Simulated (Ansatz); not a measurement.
C:
Space group Fd-3m, origin choice 1 (No. 227); a = b = c = 3.5318 Å, α = β = γ = 90.00°

| atom | site | symmetry | x | y | z |
|---|---|---|---|---|---|
| C | 8a | -43m | 0.0000 | 0.0000 | 0.0000 |
(The calculation used a cell of 2 atoms; values per cell refer to that cell.)

Relaxed with plane-wave PAW LDA (Ansatz code). Indices refer to the conventional cell of Fd-3m, a = b = c = 3.532 Å, α = β = γ = 90.00°.

**Question.** Simulate the powder diffraction pattern (Mo Kα, λ = 0.71073 Å; lines above 1 %) up to 2θ = 45°.

**Answer.** Simulated powder pattern, Mo Kα, λ = 0.71073 Å (kinematic, ideal powder, no thermal factors, no anomalous dispersion; the 30 strongest lines at most, above 1 %, up to 2θ = 45°):

```tsv
2θ (°)	d (Å)	I/Imax (%)	hkl
20.07	2.039	100	(111)
33.07	1.249	44	(220)
38.99	1.065	25	(311)
```

Symmetry was held in the LDA relaxation.

Potentials: the later of the program's two PAW sets.
